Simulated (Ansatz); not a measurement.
LiTaO₃:
```
LiTaO3
1.0
    3.91965     0.00000     0.00000
    0.00000     3.91965     0.00000
    0.00000     0.00000     3.99915
Ta Li O
1 1 3
Direct
  0.50000   0.50000   0.40862
  0.00000   0.00000   0.15064
  0.50000   0.50000   0.86650
  0.50000   0.00000   0.34012
  0.00000   0.50000   0.34012
```

DFT-PBEsol in the program Ansatz with PAW potentials gives a gap of 2.21 eV without spin–orbit coupling, maximum at R, minimum at Γ.

Task: What happens when spin–orbit coupling is switched on?

Result: The gap decreases by 0.02 eV, to 2.19 eV; maximum at A, minimum at Γ.

Task: Give the electron effective mass with spin–orbit coupling.

Result: 0.32, 0.32, 10 mₑ (principal values).

Task: Give the hole effective mass with spin–orbit coupling.

Result: 1.2, 2.1, 2.2 mₑ (principal values).

Space group P4mm. The start of the workflow was typed in or built on a structure type; neither database checked (COD, Materials Project) lists it. It is not the phase usual at ambient conditions (space group No. 161). The PBEsol relaxation kept the symmetry of its start; its stability against distortions is not shown here. The run is not spin-polarised.

Potentials: the earlier of the program's two PAW sets. The files were generated under PBE; for other functionals the program regenerates the frozen cores, and for LDA and PBEsol the local potential too.
